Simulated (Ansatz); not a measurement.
Y6Ga4Pt13: gradients before and after relaxing the atoms

Start: a refined structure from the COD, atoms as given.

Space group Im-3m (No. 229); a = 9.4465 Å.

```csv
site,Wyckoff,site symmetry,x,y,z
Y,12e,4m.m,0.3004,0.0000,0.0000
Ga,8c,.-3m,0.2500,0.2500,0.2500
Pt11,2a,m-3m,0.0000,0.0000,0.0000
Pt12,24h,m.m2,0.0000,0.3243,0.3243
```

One atom of each set is listed; the run and its k-mesh use a cell of 23 atoms with edges of 8.18, 8.18, 8.18 Å.

Level of theory: DFT, PBE, plane waves and PAW, scalar-relativistic, 420 eV cutoff, Γ-centred 5×5×5 k-points, Fermi–Dirac smearing 0.05 eV (Ansatz 0.2.0).

The largest force at the start is 0.11 eV/Å. Relaxing the ions at fixed cell moves them by 0.009 Å at most (atom 1, Y) and 0.007 Å rms. End positions:

Y (0.2995, 0.0000, 0.0000)
Ga (0.2500, 0.2500, 0.2500)
Pt11 (0.0000, 0.0000, 0.0000)
Pt12 (0.0000, 0.3237, 0.3237)

| site | moved (Å) | first shell before | first shell after | V_zz before (10²¹ V/m²) | η before |
| --- | --- | --- | --- | --- | --- |
| Y | 0.009 | 9 Pt at 2.84–3.07 Å, 4 Ga at 3.37 Å; also 1 Y at 3.77 Å | 9 Pt at 2.83–3.07 Å, 4 Ga at 3.37 Å | 2.64 | 0.00 |
| Ga | 0.000 | 6 Pt at 2.56 Å | 6 Pt at 2.56 Å | 12.72 | 0.00 |
| Pt12 | 0.007 | 2 Ga at 2.56 Å, 6 Pt at 2.74–3.32 Å, 4 Y at 3.01–3.07 Å | 2 Ga at 2.56 Å, 4 Pt at 2.74 Å | 27.7 | 0.55 |

Task: How do the gradients change?

Result: 

```tsv
site	V_zz after	η after	change of V_zz
Y	2.70	0.00	+0.06
Ga	12.76	0.00	+0.04
Pt12	27.8	0.53	+0.09
```

The largest change of V_zz is on Pt12, from 27.7 to 27.8. In per cent, |V_zz| changes by +3 on Y, 0 on Ga, 0 on Pt (all sites that start above 2). Sites without a gradient aren't listed.

At this cell the PBE pressure is 6 GPa, so with PBE the cell would grow if it were relaxed. The run finds no gap above 0.1 eV (a metal, or nearly one), so the gradients can move by 10 % or more with the k-mesh. Spin–orbit coupling is left out, which shifts gradients on Pt by a few per cent in wide-gap crystals, and can shift them far more where the calculated gap is small or absent, as here.
